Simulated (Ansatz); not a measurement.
Input:

C8H:
```yaml
crystal:
  lattice:
    - [4.95941, 0.00000, 0.00000]
    - [-2.47970, 4.29497, 0.00000]
    - [0.00000, 0.00000, 3.49144]
  atoms:
    - { symbol: C, position: [0.82987, 0.17013, 0.97757] }
    - { symbol: C, position: [0.82987, 0.65973, 0.97757] }
    - { symbol: C, position: [0.34027, 0.17013, 0.97757] }
    - { symbol: C, position: [0.33333, 0.66667, 0.98763] }
    - { symbol: C, position: [0.00000, 0.00000, 0.06344] }
    - { symbol: C, position: [0.99789, 0.49894, 0.97592] }
    - { symbol: C, position: [0.50106, 0.00211, 0.97592] }
    - { symbol: C, position: [0.50106, 0.49894, 0.97592] }
    - { symbol: H, position: [0.00000, 0.00000, 0.38583] }
```

This is the PBE+D3(BJ)-relaxed structure. Tensor components refer to the Cartesian frame of this cell.

Task: All from PBE+D3(BJ) in the plane-wave PAW code Ansatz, unless another level is named. Give the elastic constants (relaxed ions, GPa).

Result: C11 = 893, C12 = 122, C13 = 13.8, C14 = 0.6, C33 = 26.7, C44 = -3.2.

Task: Predict the highest zone-centre frequency.

Result: 77.26 THz.

Space group P3m1. The cell is a constructed one: a structure type filled with these elements; neither database checked (COD, Materials Project) lists it. Its standing as an ambient phase is unchecked. The cell was relaxed with PBE+D3(BJ) under the symmetry of its start. At this level the phase is mechanically unstable. The workflow began spin-polarised and lost its moments. As this level gives no gap, shear constants depend on the k-mesh and smearing (Fermi–Dirac, 0.1 eV here). As this level gives no gap, phonon frequencies hold no LO–TO term and depend on the k-mesh and smearing (Fermi–Dirac, 0.1 eV here). On the denser mesh and wider smearing of the elastic run this cell carries a stress of 0.3 GPa.

Potentials: the later of the program's two PAW sets.
